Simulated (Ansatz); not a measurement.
**MgS: stiffness from a series of strains**

```xyz
2
Lattice="0.0000 2.6016 2.6016 2.6016 0.0000 2.6016 2.6016 2.6016 0.0000" Properties=species:S:1:pos:R:3 pbc="T T T"
Mg    0.0000    0.0000    0.0000
S     2.6016    2.6016    2.6016
```

Atoms are numbered in the order listed.

The cell comes from COD entry 9008672, which wasn't checked; take it as a given geometry.

Computed with Ansatz 0.2.0, DFT, LDA, all-electron LAPW, scalar-relativistic.

Sampling and basis: a Γ-centred 8×8×8 k mesh, Fermi–Dirac smearing of 0.01 eV, basis error target 0.25 meV/atom, no spin polarisation.

The strain is applied along the Cartesian axes of the cell as listed (γ is the engineering shear, twice εxy = εyz = εzx). Fractional coordinates are held (clamped ions).

σ is the change of stress from the unstrained cell, which is at -3.25 GPa; tension is positive, so slopes are stress–strain coefficients at that pressure.

Only quantities that a quadratic follows smoothly over the whole series are listed; rougher ones are left out.

```
      γ  σxy (GPa)
-0.0300      -1.56
-0.0100      -0.54
 0.0000       0.00
 0.0100       0.55
 0.0200       1.12
 0.0300       1.71
```

(1) Fit the series and read off the stiffness at zero strain.

(2) One run, at γ = -0.0200, is withheld. Predict its row.

## Answers

(1) Least-squares fits y = p0 + p1 x + p2 x² to the rows give σxy (GPa): p1 = 54.5, p2 = 86. So C44 (clamped ions) = 54 GPa.

(2) The fits give -1.06; the run gave -1.06.
